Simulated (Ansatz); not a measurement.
According to the program Ansatz at the r²SCAN level (PAW), SrHfN2 in the orthorhombic phase (Pna2_1; Sr on 4a, Hf on 4a, N on 4a, N on 4a) relaxes to a = 6.386 Å, b = 7.894 Å, c = 5.752 Å. Hf has 4 nearest neighbours from 2.03 Å (tetrahedral). Against the elements it lies at -1.59 eV/atom, with no fitted shifts.

It is gapped at this level: 2.58 eV (direct). The valence maximum lies at Γ and the conduction minimum at Γ. Electrons at the band edge weigh 0.39, 0.42, 0.42 mₑ (principal values). The hole mass is 0.79, 0.97, 1.4 mₑ (principal values).

Bader charges are Sr +1.48, Hf +2.26, N -1.89 to -1.85 e.

The start of the workflow was typed in or built on a structure type; neither database checked (COD, Materials Project) lists it. Whether it is the stable phase at ambient conditions was not checked. Symmetry was held in the r²SCAN relaxation; its stability against distortions is not shown here. No spin polarisation was allowed. The references are the lowest solids computed at this level, not always the standard phases (solids in place of the gases). Spin–orbit coupling is left out wherever it is not named.

Potentials: the earlier of the program's two PAW sets.
